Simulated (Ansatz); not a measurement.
## Pb (Fd-3m), a film clamped to a substrate

Method: DFT PBEsol, scalar-relativistic, plane waves, PAW in Ansatz. Settings: plane waves to 420 eV, k-mesh 12×12×12 (Γ-centred), Gaussian smearing 0.15 eV. Spin–orbit coupling is left out, which can shift energies with elements as heavy as these. No spin polarisation. Energies are free energies at this smearing, counted from the undisturbed cell; pressure is positive in compression.

Zero of the scan (as given, not relaxed at this level; it stands at 0.4 GPa; this diamond-type form isn't the usual structure):

```
Pb
1.0
     0.00000    3.43900    3.43900
     3.43900    0.00000    3.43900
     3.43900    3.43900    0.00000
Pb
2
Direct
  0.50000 0.50000 0.50000
  0.75000 0.75000 0.75000
```

The cell (2 atoms, V0 = 81.34 Å³) is strained by p along both x and y and by q along z, fractional coordinates fixed. τp = (1/V0) ∂E/∂p = (σxx + σyy)(1 + p)(1 + q) and τq = (1/V0) ∂E/∂q = σzz(1 + p)², with tension positive.

```csv
p,q,ΔE (meV/atom),τp (GPa),τq (GPa)
0.000,0.000,0.00,-0.86,-0.43
-0.050,0.000,59.79,-9.06,-3.89
0.050,0.000,27.01,4.75,1.91
0.000,-0.050,18.72,-4.02,-2.57
0.000,0.050,6.28,1.69,1.36
```

Question: Get the second derivatives of the energy density.

Answer: Central differences give A = ∂τp/∂p = 138 GPa (C11 + C22 + 2 C12), C = ∂τq/∂q = 39 GPa (C33) and the cross term B = ∂τq/∂p = 58 GPa (C13 + C23); ∂τp/∂q = 57 GPa must equal B, and any difference shows higher-order terms. Steps this large leave an error of some per cent of A or C in all of these, which can swamp a small B. The ions are clamped. In a cubic crystal C11 = C = 39, C12 = B/2 = 29.0 GPa and A should be 2(C11 + C12) = 137 GPa; the bulk modulus is (C11 + 2 C12)/3 = 32 GPa.

Question: A film of this crystal grows with z along the normal on a substrate that imposes p. How does its thickness respond, and what does the misfit cost?

Answer: Count p and q from the stress-free cell. A free surface needs τq = 0, so q = −(B/C) p = -1.48 p. The energy density left is (A − B²/C) p²/2 = M p², with the biaxial modulus M = 26.2 GPa; a misfit of 1 % costs 0.67 meV/atom, against 1.75 meV/atom if the thickness were held.

In a metal these slopes depend on the k mesh and the smearing.